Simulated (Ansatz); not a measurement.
The geometry is COD entry 9008804, unchecked; take it as a test cell. The listed cell was then made from it by scaling, straining or moving an atom.

MgAu: DFT, LDA, all-electron PAW with datasets made for the crystal, scalar-relativistic (Ansatz 0.2.0). What sets it apart from a plain run of this crystal: volume scaled by 0.94.

Command: `ansatz run input.yaml --threads 1 --pin off --max-ram 3072MiB --backend cpu --events-out ev --progress --plain --runs-dir out` The run took 7.2 s on 1 thread of Arm Neoverse V2, on a shared host, peak memory 0.44 GiB.

```yaml
crystal:
  lattice:
    - [3.1924711283, 0.0, 0.0]
    - [0.0, 3.1924711283, 0.0]
    - [0.0, 0.0, 3.1924711283]
  atoms:
    - { symbol: Mg, position: [0.5, 0.5, 0.5] }
    - { symbol: Au, position: [0.0, 0.0, 0.0] }
kpoints:
  mp_grid: { grid: [13, 13, 13] }
scf:
  occupations: { method: fermi_dirac, width: 0.05 }
hamiltonian:
  xc: lda
  pseudopotentials: { kind: all_electron, datasets: crystal }
output:
  forces: true
  stress: true
  eigenvalues: true
  efg: { contact_densities: true }
```

Output (standing set-up lines are left out):

```
Crystal: 2 atoms, lattice volume = 32.537 Å³
Basis set: ecut = 260 eV, 305 PW (Γ)
Space group: Pm-3m (ITA 221), of the structure as read, at distance tolerance 3.2e-5 Å
iter 1 solved again at ethr=2.70e-2 eV; its pass at ethr=1.00e-1 eV (dr2=3.51e0 eV) is discarded
SCF iter   1: F=—  HF=-522372.013784 eV  |F-HF|=—  |Δ(HF+E_count)|=         —  Δρ=1.02e-1  dr2=3.76e0  ethr=2.70e-2  ⟨swp⟩=2.1  Hψ=6056  notcnv=0
preconditioner: auto → none  [metal: Δε(μ)=0.118 eV  Ē_g=10.569 eV  σ=0.050 eV  W_gap=0.48  n_scr=6 (ndim 8)  ℏωp=23.5 eV  f_vac=0.000  D(μ)=0.35/eV (n_scr^D=0)  sad-step TF]
SCF iter   2: F=—  HF=-522371.428593 eV  |F-HF|=—  |Δ(HF+E_count)|=   5.85e-1  Δρ=4.23e-2  dr2=6.42e-1  ethr=2.70e-2  ⟨swp⟩=2.0  Hψ=1848  notcnv=0
iter 3 solved again at ethr=1.65e-4 eV; its pass at ethr=4.94e-3 eV (dr2=2.15e-2 eV) is discarded
SCF iter   3: F=—  HF=-522371.168521 eV  |F-HF|=—  |Δ(HF+E_count)|=   2.60e-1  Δρ=8.20e-3  dr2=2.18e-2  ethr=1.65e-4  ⟨swp⟩=2.2  Hψ=4759  notcnv=0  defer=7
SCF iter   4: F=—  HF=-522371.193354 eV  |F-HF|=—  |Δ(HF+E_count)|=   2.48e-2  Δρ=4.00e-3  dr2=5.20e-3  ethr=1.65e-4  ⟨swp⟩=3.2  Hψ=2106  notcnv=0  defer=3
SCF iter   5: F=—  HF=-522371.195964 eV  |F-HF|=—  |Δ(HF+E_count)|=   2.61e-3  Δρ=6.41e-4  dr2=1.49e-4  ethr=4.00e-5  ⟨swp⟩=3.0  Hψ=1958  notcnv=0  defer=1
SCF iter   6: F=—  HF=-522371.195937 eV  |F-HF|=—  |Δ(HF+E_count)|=   2.69e-5  Δρ=3.09e-4  dr2=3.57e-5  ethr=1.15e-6  ⟨swp⟩=3.0  Hψ=2926  notcnv=0  defer=1
SCF iter   7: F=—  HF=-522371.195929 eV  |F-HF|=—  |Δ(HF+E_count)|=   8.54e-6  Δρ=6.05e-5  dr2=1.33e-6  ethr=2.75e-7  ⟨swp⟩=2.1  Hψ=1485  notcnv=0
SCF iter   8: F=-522371.195929 eV  HF=-522371.195929 eV  |F-HF|=2.00e-8  |Δ(HF+E_count)|=   2.58e-7  Δρ=1.00e-5  dr2=3.00e-8  ethr=1.02e-8  ⟨swp⟩=3.0  Hψ=1694  notcnv=0
SCF 1 converged in 8 iterations: F = -522371.195930 eV  dr2 = 3.00e-8
  Residual-converged pass: ⟨swp⟩=3.4  Hψ=2052  notcnv=0  max |occ|·‖R‖ = 5.3e-6 eV (tolerance 5.3e-6 eV)  dr2=3.15e-8  dr2_onsite=2.42e-8  max |Δocc| = 6.1e-10
  greatest PAW one-centre occupation: 0.870 electrons in one spin orbital (limit 2), on the Au atom at site 1 (counted from 0), in its partial waves of l = 2
SCF converged after 8 iterations
Free energy (F): -522371.195930 eV
Harris-Foulkes:  -522371.195930 eV  (|F-HF|=2.00e-8)
Internal energy: -522371.190850 eV  (E = F + TS)
E sigma→0 (E₀):  -522371.193390 eV
Entropy (-TS):   -0.005080 eV (-2.540 meV/atom)
Past the cutoff: the bands carry plane waves up to 1.75 times it, of which those up to 1.5 times it add -0.000598 eV an atom, each by itself; the spheres take 0.000325 eV an atom off the energy for waves past 1.75 times it
By the cutoff:   a pressure is off by up to 0.009 GPa (1.2 times the spheres' own share and the shells' term, over an atom's volume, and 0.004 GPa: a bound that held against runs at twice the plane waves)
Past the cutoffs: a stress includes 0.0037 GPa for waves and charges beyond them, in addition to the slope of what the spheres take
In the spheres:  the bands' charges fall short by 2.7e-6 e at most (sound up to 1e-3), those of shells solved beside the bands by 3.6e-7 e (sound up to 5e-4)
Fermi energy:    17.417526 eV
--- Per-component energies (eV) ---
  The terms above E_closure are by the made datasets' own strengths, without shells solved beside the bands.
--- Forces (eV/Å), atoms counted from 1 ---
  atom   1  Mg     0.00000000    -0.00000000     0.00000000
  atom   2  Au    -0.00000000     0.00000000    -0.00000000
  max |Σ_I F_I| component: 9.78e-31 eV/Å
--- Stress (GPa, compression-positive) ---
        2.648763      -0.000000       0.000000
       -0.000000       2.648763      -0.000000
        0.000000      -0.000000       2.648763
  P = ⅓ Tr σ = 2.6488 GPa (26.488 kbar)
  It holds what live shells' own plane waves past their cutoff add
--- PAW observables at the nuclei: V_zz in 10²¹ V/m², potentials from the cell's mean, atoms counted from 1 ---
  atom   1  Mg V_zz =    -0.000000   η = 0.0000   by run symmetry: forbidden
            electrostatic potential = -1108.520947 V   contact ρ = 7720.151957 e/Å³
  atom   2  Au V_zz =    -0.000000   η = 0.0000   by run symmetry: forbidden
            electrostatic potential = -16448.294302 V   contact ρ = 13020770.019992 e/Å³
--- Band table (eV; the first three rows and the last of 84) ---
  k-point 0: bands = ["7.7935", "11.2491", "11.2491", "13.2444", "13.2444", "13.2444", "22.9606", "22.9606", "22.9606"]
  k-point 1: bands = ["7.8939", "11.2664", "11.2993", "13.1935", "13.1935", "13.2501", "22.1354", "23.0983", "23.0983"]
  k-point 2: bands = ["8.1865", "11.3150", "11.4462", "13.0572", "13.0572", "13.2662", "20.5676", "23.4910", "23.4910"]
  k-point 83: bands = ["11.1748", "11.2047", "11.2047", "14.0313", "14.0313", "18.3248", "19.3834", "19.3834", "21.0132"]
```
